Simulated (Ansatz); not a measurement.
Input:

ZrCu5:
```cif
data_Cu5Zr
_chemical_formula_sum 'Cu5 Zr1'
_space_group_name_H-M_alt 'P 1'
_space_group_IT_number 1
_cell_length_a 4.82570
_cell_length_b 4.82570
_cell_length_c 4.82570
_cell_angle_alpha 60.000
_cell_angle_beta 60.000
_cell_angle_gamma 60.000
loop_
_space_group_symop_operation_xyz
  'x, y, z'
loop_
_atom_site_label
_atom_site_type_symbol
_atom_site_fract_x
_atom_site_fract_y
_atom_site_fract_z
_atom_site_occupancy
Cu1 Cu 0.75000 0.75000 0.75000 1
Cu2 Cu 0.37588 0.37588 0.87237 1
Cu3 Cu 0.37588 0.87237 0.37588 1
Cu4 Cu 0.87237 0.37588 0.37588 1
Cu5 Cu 0.37588 0.37588 0.37588 1
Zr1 Zr 0.00000 0.00000 0.00000 1
```

This is the r²SCAN-relaxed structure.

All from plane-wave PAW r²SCAN (Ansatz code), unless another level is named. Give the density of states at the Fermi level.

0.71 states/eV per atom (mean over ±0.08 eV).

And the formation energy from the elements (no fitted shifts)?

-13 kJ/mol of atoms.

Space group F-43m. The workflow started from an entry of the Crystallography Open Database (COD). Its standing as an ambient phase is unchecked. Symmetry was held in the r²SCAN relaxation; whether a distortion lowers the energy is not shown. The run is not spin-polarised. The references are the lowest solids computed at this level, not always the standard phases. Scalar-relativistic: spin–orbit coupling is off unless named, which matters more the heavier the elements.

Potentials: the later of the program's two PAW sets.
